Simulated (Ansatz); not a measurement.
# Ca3TaO6 in Ansatz, settings compared

The input file (Ansatz 0.2.0, plane waves):

```yaml
crystal:
  lattice:
    - [0.0, 3.928595, 3.928595]
    - [3.928595, 0.0, 3.928595]
    - [3.928595, 3.928595, 0.0]
  atoms:
    - { symbol: Ca, position: [0.5, 0.5, 0.5] }
    - { symbol: Ta, position: [0.0, 0.0, 0.0] }
    - { symbol: O, position: [0.75, 0.25, 0.25] }
    - { symbol: O, position: [0.25, 0.75, 0.25] }
    - { symbol: O, position: [0.25, 0.75, 0.75] }
    - { symbol: O, position: [0.75, 0.25, 0.75] }
    - { symbol: O, position: [0.25, 0.25, 0.75] }
    - { symbol: O, position: [0.75, 0.75, 0.25] }
    - { symbol: Ca, position: [0.25, 0.25, 0.25] }
    - { symbol: Ca, position: [0.75, 0.75, 0.75] }
  symmetry: { tolerance: 0.0003 }
kpoints:
  mp_grid: { grid: [4, 4, 4], shift: [0, 0, 0] }
magnetization:
  spin_polarized: false
scf:
  occupations: { method: fermi_dirac }
hamiltonian:
  pseudopotentials: { kind: paw }
  xc: pbe
basis:
  ecutwfc: 420
output:
  forces: true
  stress: true
  eigenvalues: true
  write_density: true
  write_potential: true
  elf: true
  volumetric_format: npy
```

Run with:

```bash
ansatz run input.yaml --threads 1 --pin off --max-ram 2560MiB --backend cpu --events-out ev --progress --plain --runs-dir out
```

Origin of the cell: a known structure type with other elements, at an estimated volume, so it need not be a known compound.

The smearing width isn't typed, so it takes its default of 0.1 eV.

Output of this run (shortened):

```
SCF iter   1: F=—  HF=-18795.923969 eV  Δρ=4.48e-3  dr2=2.30e-2
SCF iter   2: F=—  HF=-18795.919010 eV  Δρ=2.11e-3  dr2=4.56e-3
SCF iter   3: F=—  HF=-18795.918076 eV  Δρ=4.52e-4  dr2=2.63e-4
SCF iter   4: F=—  HF=-18795.918033 eV  Δρ=8.52e-5  dr2=5.28e-6
SCF iter   5: F=—  HF=-18795.918101 eV  Δρ=1.29e-5  dr2=1.67e-7
SCF iter   6: F=-18795.918101 eV  HF=-18795.918101 eV  Δρ=3.61e-6  dr2=1.82e-8
SCF 1 converged in 6 iterations: F = -18795.918101 eV  dr2 = 1.82e-8
SCF converged after 6 iterations
Free energy (F): -18795.918101 eV
Harris-Foulkes:  -18795.918101 eV  (|F-HF|=3.82e-10)
Internal energy: -18795.744529 eV  (E = F + TS)
E sigma→0 (E₀):  -18795.831315 eV
Entropy (-TS):   -0.173572 eV (-17.357 meV/atom)
Fermi energy:    9.203081 eV
--- Per-component energies (eV) ---
  E_band       = -446.742200
  E_kinetic    = 2275.422542
  E_local      = -4517.249844  (includes V_loc(G=0)·N_el)
  E_nonlocal   = 496.884690
  E_hartree    = 1558.299446
  E_xc         = -1082.580860
  E_vxc        = -1295.450301  (∫ρ·V_xc dr)
  E_paw        = -11922.167363  (= ΣΔE_a)
  E_vpaw       = -522.959838  (= ΣTr[D̂ρ^β])
  E_aug_tail   = 0.014402  (compensation charges beyond the density's cutoff)
  E_ewald      = -5604.367543
  E_smearing   = -0.173572  (= −TS)
  Σ components = -18795.918101   (vs F -18795.918101, Δ=0.00e0)
--- Forces (eV/Å), atoms counted from 1 ---
  atom   1  Ca     0.000000    -0.000000     0.000000
  atom   2  Ta     0.000000    -0.000000    -0.000000
  atom   3  O     -3.723090    -0.000000     0.000000
[… 2 lines left out …]
  atom   6  O     -0.000000     3.723090     0.000000
  atom   7  O      0.000000     0.000000    -3.723090
  atom   8  O      0.000000     0.000000     3.723090
  atom   9  Ca    -0.000000     0.000000     0.000000
  atom  10  Ca    -0.000000    -0.000000     0.000000
  max |Σ_I F_I| component: 4.57e-16 eV/Å
--- Stress (GPa, compression-positive) ---
       24.349150      -0.000000       0.000000
       -0.000000      24.349150       0.000000
        0.000000       0.000000      24.349150
  P = ⅓ Tr σ = 24.3491 GPa (243.491 kbar)
```

The same input was run again with these changes:

1. `magnetization` { spin_polarized: false } → { spin_polarized: true } (starts: ferro); `scf.convergence.dr2_threshold` default → 1.0e-09; typed moments: Ca1 2, Ta2 3, O3 3, O4 2, O5 3, O6 1, O7 2, O8 1, Ca9 1, Ca10 3
2. `scf.algorithm` default → direct_min
3. `basis.ecutrho_ratio` default → 12; `kpoints.mp_grid.grid` [4, 4, 4] → [3, 3, 3]
4. `magnetization` { spin_polarized: false } → { spin_polarized: true } (starts: small); `accuracy` default → low; typed moments: Ca1 0.2, Ta2 0.2, O3 0.2, O4 0.2, O5 0.2, O6 0.2, O7 0.2, O8 0.2, Ca9 0.2, Ca10 0.2

```tsv
run	end	SCF iterations	P (GPa)	max force component (eV/Å)	gap on mesh (eV)	moment (μB)	ΔE(σ→0) (meV/atom)
base	converged	6	24.35	3.723	–	–	0
1	converged	15	24.35	3.723	–	0.00	0.00
2	converged	7	24.35	3.723	–	–	0.00
3	converged	6	24.26	3.723	–	–	-3.59
4	converged	14	24.35	3.723	–	0.00	0.00
```

Energies are compared only where functional, datasets, charge and starting cell are the same.

Not properties of the system: run 3 (too coarse or loose: `kpoints.mp_grid.grid` = [3, 3, 3]).

Caveats of the base run: no moments, though an odd count or open d shells may carry them; no spin-orbit coupling, though heavy elements are present; the k mesh is coarse if the cell is a metal.

Run 1: a starting moment was lost; typed moments were cut to what the open shells hold.
Run 4: a starting moment was lost.

The base run ran for 4.7 s of wall time on 1 CPU thread(s) of a shared host, from the program's own first density.
